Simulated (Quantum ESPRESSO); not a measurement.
# Computed records: AlInGa₂As₄ (made-up cell)

Calculation on a made-up crystal cell, not a measurement: periodic Kohn-Sham density functional theory in plane waves with PseudoDojo standard norm-conserving scalar-relativistic pseudopotentials, each functional with its own files (v0.5 for PBE, v0.4.1 for LDA and PBEsol), no spin polarisation, no spin-orbit coupling, atoms not relaxed, stress positive in tension, energies less a fixed whole-eV offset for each atom's element; levels are Kohn-Sham levels at fractions of this cell's reciprocal vectors, counted from the reference band (half the neutral cell's valence electrons, rounded up) at Gamma; error bars cover cutoff and k-mesh only, not smearing or the files; added strain carries the atoms with the cell, and shear is the tensor component; each bar is the largest change over components, and at least 0.002 eV, 0.002 eV per angstrom or 0.02 GPa; energies are for the whole cell, and the offsets were chosen from early runs and are not element reference energies. Program: Quantum ESPRESSO 7.5.

Settings shared by all entries: lattice type zincblende/diamond; functional pbe; cutoff 1143 eV; fermi dirac smearing 0.1 eV; scf tolerance 1e-07 eV; electrons removed 0; added strain kind shear xy; k mesh 6 x 6 x 6, shifted by half a step.

(1) AlInGa₂As₄ (made-up cell)

Unstrained structure:
```xyz
8
Lattice="5.7595 0.0109 -0.0113 0.0109 5.8996 -0.0316 -0.0113 -0.0316 5.8319" Properties=species:S:1:pos:R:3 AlInGa2As4
Al    -0.1080    -0.0125    -0.0203
Ga     0.0398     2.9017     2.8349
Ga     2.8289     0.0043     2.7861
In     2.9431     3.0120    -0.0744
As     1.3893     1.5320     1.3910
As     1.4698     4.2386     4.3553
As     4.3618     1.6976     4.4445
As     4.2689     4.3316     1.4150
```

Settings of this run: added strain -0.0213 and structure shown before the added strain of -0.0213.

Results for AlInGa₂As₄ (made-up cell): free energy less offsets 0.8974 eV; smearing term minus ts -0.003541 eV; scf iterations 10; pressure 3.649 GPa; stress xx -4.877 GPa; stress yy -2.089 GPa; stress zz -3.981 GPa; stress yz -2.25 GPa; stress xz -0.7313 GPa; stress xy -0.6254 GPa; error bar energy 0.00344 eV; error bar stress 0.02 GPa; error bar force 0.002 eV/Å; error bars from tighter rerun of a related cell.

Atoms:
```csv
atoms element,atom site,atom energy offset (eV)
Al,1,-64
Ga,2,-2080
Ga,3,-2080
In,4,-1808
As,5,-2887
As,6,-2887
As,7,-2887
As,8,-2887
```

Forces:
```csv
site,x (eV/Å),y (eV/Å),z (eV/Å)
1,0.442,-0.08814,-0.2574
2,-0.2055,0.2661,0.1276
3,0.0765,0.1383,0.9186
4,-1.696,-0.7022,0.5012
5,-0.3809,-1.462,0.3267
6,-1.597,2.848,-1.368
7,1.44,-3.386,-2.19
8,1.92,2.386,1.941
```

(2) AlInGa₂As₄ (made-up cell)

The structure is that of entry 1.

It was run with added strain -0.019 and structure shown before the added strain of -0.019.

It finds free energy less offsets 0.8943 eV; smearing term minus ts -0.003338 eV; scf iterations 10; pressure 3.653 GPa; stress xx -4.884 GPa; stress yy -2.087 GPa; stress zz -3.988 GPa; stress yz -2.246 GPa; stress xz -0.7153 GPa; stress xy -0.3145 GPa; error bar energy 0.00344 eV; error bar stress 0.02 GPa; error bar force 0.002 eV/Å; error bars from tighter rerun of a related cell.

Atoms:
```csv
atoms element,atom site,atom energy offset (eV)
Al,1,-64
Ga,2,-2080
Ga,3,-2080
In,4,-1808
As,5,-2887
As,6,-2887
As,7,-2887
As,8,-2887
```

Forces:
```csv
site,x (eV/Å),y (eV/Å),z (eV/Å)
1,0.447,-0.09373,-0.2465
2,-0.2079,0.2741,0.1639
3,0.07328,0.1356,0.9261
4,-1.692,-0.683,0.6046
5,-0.3664,-1.459,0.2926
6,-1.632,2.861,-1.404
7,1.478,-3.402,-2.232
8,1.9,2.368,1.895
```

(3) AlInGa₂As₄ (made-up cell)

The structure is that of entry 1.

It was run with added strain 0.0077 and structure shown before the added strain of 0.0077.

It finds free energy less offsets 0.9912 eV; smearing term minus ts -0.001952 eV; scf iterations 10; pressure 3.997 GPa; stress xx -5.289 GPa; stress yy -2.388 GPa; stress zz -4.314 GPa; stress yz -2.217 GPa; stress xz -0.5152 GPa; stress xy 3.299 GPa; error bar energy 0.00344 eV; error bar stress 0.02 GPa; error bar force 0.002 eV/Å; error bars from tighter rerun of a related cell.

Atoms:
```csv
atoms element,atom site,atom energy offset (eV)
Al,1,-64
Ga,2,-2080
Ga,3,-2080
In,4,-1808
As,5,-2887
As,6,-2887
As,7,-2887
As,8,-2887
```

Forces:
```csv
site,x (eV/Å),y (eV/Å),z (eV/Å)
1,0.4941,-0.1539,-0.1284
2,-0.2417,0.3558,0.5753
3,0.03614,0.1168,1.019
4,-1.651,-0.4488,1.821
5,-0.2095,-1.432,-0.08704
6,-2.039,3.02,-1.833
7,1.934,-3.611,-2.749
8,1.677,2.153,1.381
```

(4) AlInGa₂As₄ (made-up cell)

The structure is that of entry 1.

Settings of this run: added strain 0.0098 and structure shown before the added strain of 0.0098.

The calculation gives: free energy less offsets 1.009 eV; smearing term minus ts -0.001908 eV; scf iterations 10; pressure 4.048 GPa; stress xx -5.347 GPa; stress yy -2.439 GPa; stress zz -4.359 GPa; stress yz -2.216 GPa; stress xz -0.4996 GPa; stress xy 3.585 GPa; error bar energy 0.00344 eV; error bar stress 0.02 GPa; error bar force 0.002 eV/Å; error bars from tighter rerun of a related cell.

Atoms:
```csv
atoms element,atom site,atom energy offset (eV)
Al,1,-64
Ga,2,-2080
Ga,3,-2080
In,4,-1808
As,5,-2887
As,6,-2887
As,7,-2887
As,8,-2887
```

Forces:
```csv
site,x (eV/Å),y (eV/Å),z (eV/Å)
1,0.4972,-0.1589,-0.1192
2,-0.2449,0.3618,0.6079
3,0.03305,0.116,1.027
4,-1.649,-0.4303,1.918
5,-0.1978,-1.431,-0.1165
6,-2.072,3.033,-1.868
7,1.972,-3.628,-2.792
8,1.661,2.137,1.342
```

(5) AlInGa₂As₄ (made-up cell)

The structure is that of entry 1.

Here we set added strain 0.0129 and structure shown before the added strain of 0.0129.

The calculation gives: free energy less offsets 1.039 eV; smearing term minus ts -0.001858 eV; scf iterations 10; pressure 4.131 GPa; stress xx -5.439 GPa; stress yy -2.52 GPa; stress zz -4.433 GPa; stress yz -2.214 GPa; stress xz -0.4767 GPa; stress xy 4.01 GPa; error bar energy 0.00344 eV; error bar stress 0.02 GPa; error bar force 0.002 eV/Å; error bars from tighter rerun of a related cell.

Atoms:
```csv
atoms element,atom site,atom energy offset (eV)
Al,1,-64
Ga,2,-2080
Ga,3,-2080
In,4,-1808
As,5,-2887
As,6,-2887
As,7,-2887
As,8,-2887
```

Forces:
```csv
site,x (eV/Å),y (eV/Å),z (eV/Å)
1,0.5033,-0.1668,-0.1057
2,-0.2483,0.3712,0.656
3,0.02828,0.1145,1.039
4,-1.646,-0.403,2.062
5,-0.1803,-1.428,-0.1604
6,-2.122,3.053,-1.92
7,2.028,-3.654,-2.856
8,1.637,2.113,1.285
```
